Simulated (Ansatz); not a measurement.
Y₂MgSi₂:
```yaml
crystal:
  lattice:
    - [7.18644, 0.00000, 0.00000]
    - [0.00000, 7.18644, 0.00000]
    - [0.00000, 0.00000, 4.21629]
  atoms:
    - { symbol: Y, position: [0.67885, 0.17885, 0.50000] }
    - { symbol: Y, position: [0.32115, 0.82115, 0.50000] }
    - { symbol: Y, position: [0.82115, 0.67885, 0.50000] }
    - { symbol: Y, position: [0.17885, 0.32115, 0.50000] }
    - { symbol: Mg, position: [0.00000, 0.00000, 0.00000] }
    - { symbol: Mg, position: [0.50000, 0.50000, 0.00000] }
    - { symbol: Si, position: [0.11732, 0.61732, 0.00000] }
    - { symbol: Si, position: [0.88268, 0.38268, 0.00000] }
    - { symbol: Si, position: [0.38268, 0.11732, 0.00000] }
    - { symbol: Si, position: [0.61732, 0.88268, 0.00000] }
```

Relaxed with r²SCAN.

**Question.** Which orbitals make up the states near the Fermi level in plane-wave PAW r²SCAN (Ansatz code)?

**Answer.** Within 0.5 eV of the Fermi level: Y 4d 63 %, Si 3p 25 %, outside the projected shells 7 %. Projections are on Löwdin-orthogonalised atomic valence shells; empty p or d shells of many metals are not among them.

**Question.** Tabulate the density of states.

**Answer.** States/eV per cell of 10 atoms, in 0.25 eV bins, energy from the Fermi level.

| E (eV) | total | Y 4d | Si 3p | Si 3s |
|---|---|---|---|---|
| -7.85 | 0.00 | 0.00 | 0.00 | 0.00 |
| -7.60 | 0.00 | 0.00 | 0.00 | 0.00 |
| -7.35 | 0.08 | 0.00 | 0.02 | 0.03 |
| -7.10 | 2.03 | 0.19 | 0.37 | 0.96 |
| -6.85 | 8.12 | 1.30 | 1.26 | 4.35 |
| -6.60 | 5.76 | 1.32 | 0.81 | 3.15 |
| -6.35 | 0.00 | 0.00 | 0.00 | 0.00 |
| -6.10 | 0.00 | 0.00 | 0.00 | 0.00 |
| -5.85 | 0.00 | 0.00 | 0.00 | 0.00 |
| -5.60 | 0.00 | 0.00 | 0.00 | 0.00 |
| -5.35 | 0.00 | 0.00 | 0.00 | 0.00 |
| -5.10 | 0.00 | 0.00 | 0.00 | 0.00 |
| -4.85 | 1.07 | 0.19 | 0.59 | 0.02 |
| -4.60 | 2.47 | 0.42 | 1.35 | 0.08 |
| -4.35 | 3.50 | 0.57 | 1.93 | 0.14 |
| -4.10 | 4.08 | 0.77 | 2.11 | 0.20 |
| -3.85 | 5.40 | 1.07 | 2.99 | 0.23 |
| -3.60 | 3.23 | 0.63 | 1.87 | 0.14 |
| -3.35 | 3.59 | 0.67 | 2.11 | 0.17 |
| -3.10 | 4.29 | 0.87 | 2.59 | 0.19 |
| -2.85 | 5.22 | 1.11 | 3.34 | 0.18 |
| -2.60 | 5.81 | 1.51 | 3.59 | 0.18 |
| -2.35 | 6.70 | 1.90 | 4.08 | 0.17 |
| -2.10 | 7.44 | 2.11 | 4.51 | 0.15 |
| -1.85 | 7.72 | 2.23 | 4.77 | 0.11 |
| -1.60 | 5.77 | 1.84 | 3.39 | 0.05 |
| -1.35 | 4.63 | 1.73 | 2.33 | 0.05 |
| -1.10 | 6.13 | 3.48 | 1.60 | 0.06 |
| -0.85 | 6.63 | 3.92 | 1.63 | 0.06 |
| -0.60 | 6.10 | 3.43 | 1.77 | 0.05 |
| -0.35 | 3.76 | 2.07 | 1.19 | 0.03 |
| -0.10 | 2.69 | 1.71 | 0.66 | 0.01 |
| 0.15 | 2.73 | 1.94 | 0.49 | 0.01 |
| 0.40 | 2.22 | 1.60 | 0.40 | 0.02 |
| 0.65 | 2.59 | 1.85 | 0.42 | 0.03 |
| 0.90 | 3.29 | 2.19 | 0.62 | 0.04 |
| 1.15 | 5.89 | 4.07 | 0.86 | 0.06 |
| 1.40 | 8.71 | 6.50 | 0.70 | 0.08 |
| 1.65 | 5.55 | 4.22 | 0.52 | 0.06 |
| 1.90 | 10.40 | 8.09 | 0.61 | 0.14 |
| 2.15 | 5.42 | 3.42 | 0.66 | 0.31 |
| 2.40 | 4.27 | 2.32 | 0.51 | 0.38 |
| 2.65 | 6.30 | 3.53 | 0.78 | 0.48 |
| 2.90 | 6.49 | 3.68 | 0.89 | 0.38 |
| 3.15 | 5.87 | 3.43 | 0.75 | 0.33 |
| 3.40 | 6.87 | 3.92 | 0.92 | 0.44 |
| 3.65 | 7.58 | 4.28 | 1.04 | 0.42 |
| 3.90 | 8.98 | 5.52 | 0.93 | 0.42 |
| 4.15 | 9.60 | 5.74 | 1.20 | 0.57 |
| 4.40 | 9.01 | 5.32 | 1.13 | 0.54 |
| 4.65 | 12.62 | 7.75 | 1.34 | 0.65 |

Space group P4/mbm. The first step of the workflow began from a Materials Project structure, measured or hypothetical; the Crystallography Open Database copy checked does not list it. Its standing as an ambient phase is unchecked. Symmetry was held in the r²SCAN relaxation; whether a distortion lowers the energy is not shown. No spin polarisation was allowed. Spin–orbit coupling is left out wherever it is not named.

Potentials: the earlier of the program's two PAW sets.
